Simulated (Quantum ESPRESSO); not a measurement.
# Computed records: MgGa2SiP4 (made-up cell)

Calculation on a made-up crystal cell, not a measurement: periodic Kohn-Sham density functional theory in plane waves with PseudoDojo standard norm-conserving scalar-relativistic pseudopotentials, each functional with its own files (v0.5 for PBE, v0.4.1 for LDA and PBEsol), no spin polarisation, no spin-orbit coupling, atoms not relaxed, stress positive in tension, energies less a fixed whole-eV offset for each atom's element; levels are Kohn-Sham levels at fractions of this cell's reciprocal vectors, counted from the reference band (half the neutral cell's valence electrons, rounded up) at Gamma; error bars cover cutoff and k-mesh only, not smearing or the files; added strain carries the atoms with the cell, and shear is the tensor component; each bar is the largest change over components, and at least 0.002 eV, 0.002 eV per angstrom or 0.02 GPa; energies are for the whole cell, and the offsets were chosen from early runs and are not element reference energies. Program: Quantum ESPRESSO 7.5.

Settings shared by all entries: lattice type zincblende/diamond; functional pbe; cutoff 1143 eV; fermi dirac smearing 0.025 eV; scf tolerance 1e-07 eV; electrons removed 0; k mesh 4 x 4 x 4, shifted by half a step.

(1) MgGa2SiP4 (made-up cell)

```xyz
8
Lattice="5.6594 0.0061 -0.0158 0.0061 5.6189 0.0783 -0.0158 0.0783 5.6387" Properties=species:S:1:pos:R:3 MgGa2SiP4
Ga    -0.0595     0.0796     0.0202
Mg    -0.0485     2.8439     2.7694
Ga     2.8541    -0.0265     2.8005
Si     2.8990     2.8115     0.0183
P      1.4003     1.4259     1.3554
P      1.3705     4.2000     4.2232
P      4.2768     1.4429     4.2056
P      4.2911     4.2859     1.3792
```

| Item | Value |
| --- | --- |
| free energy less offsets | -1.256 eV |
| smearing term minus ts | 0 eV |
| scf iterations | 11 |
| pressure | -3.279 GPa |
| stress xx | 3.949 GPa |
| stress yy | 3.281 GPa |
| stress zz | 2.606 GPa |
| stress yz | 2.382 GPa |
| stress xz | -0.4859 GPa |
| stress xy | -0.00524 GPa |
| error bar energy | 0.007737 eV |
| error bar stress | 0.02 GPa |
| error bar force | 0.002721 eV/Å |
| error bars from | tighter rerun of a related cell |

Atoms:
```csv
atoms element,atom site,atom energy offset (eV)
Ga,1,-2080
Mg,2,-1617
Ga,3,-2080
Si,4,-115
P,5,-189
P,6,-189
P,7,-189
P,8,-189
```

Forces:
```csv
site,x (eV/Å),y (eV/Å),z (eV/Å)
1,1.01,-0.4454,-0.6666
2,0.5019,-0.2415,0.1004
3,-0.4721,0.2039,0.004413
4,-0.6299,-0.02191,-0.5406
5,1.291,0.06887,-0.2154
6,1.067,0.4488,1.21
7,-1.361,0.3501,0.4945
8,-1.406,-0.3629,-0.3869
```

(2) MgGa2SiP4 (made-up cell)

```xyz
8
Lattice="5.6594 0.0061 -0.0158 0.0061 5.6189 0.0783 -0.0158 0.0783 5.6387" Properties=species:S:1:pos:R:3 MgGa2SiP4
Ga    -0.0595     0.0796     0.0202
Mg    -0.0485     2.8439     2.7694
Ga     2.8541    -0.0265     2.8005
Si     2.8990     2.8115     0.0183
P      1.4003     1.4259     1.3554
P      1.3705     4.2000     4.2232
P      4.2768     1.4429     4.2056
P      4.2911     4.2859     1.4609
```

| Quantity | Value |
| --- | --- |
| free energy less offsets | -1.191 eV |
| smearing term minus ts | 0 eV |
| scf iterations | 11 |
| pressure | -3.192 GPa |
| stress xx | 3.72 GPa |
| stress yy | 3.085 GPa |
| stress zz | 2.772 GPa |
| stress yz | 2.322 GPa |
| stress xz | -0.6187 GPa |
| stress xy | 0.5089 GPa |
| error bar energy | 0.007737 eV |
| error bar stress | 0.02 GPa |
| error bar force | 0.002721 eV/Å |
| error bars from | tighter rerun of a related cell |

Atoms:
```csv
atoms element,atom site,atom energy offset (eV)
Ga,1,-2080
Mg,2,-1617
Ga,3,-2080
Si,4,-115
P,5,-189
P,6,-189
P,7,-189
P,8,-189
```

Forces:
```csv
site,x (eV/Å),y (eV/Å),z (eV/Å)
1,0.8556,-0.6209,-0.4328
2,0.7296,-0.4946,0.2959
3,-0.5976,0.3175,0.1371
4,-0.6065,-0.002229,-0.3688
5,1.292,0.07015,-0.2549
6,1.062,0.462,1.272
7,-1.367,0.3262,0.5615
8,-1.369,-0.05814,-1.211
```
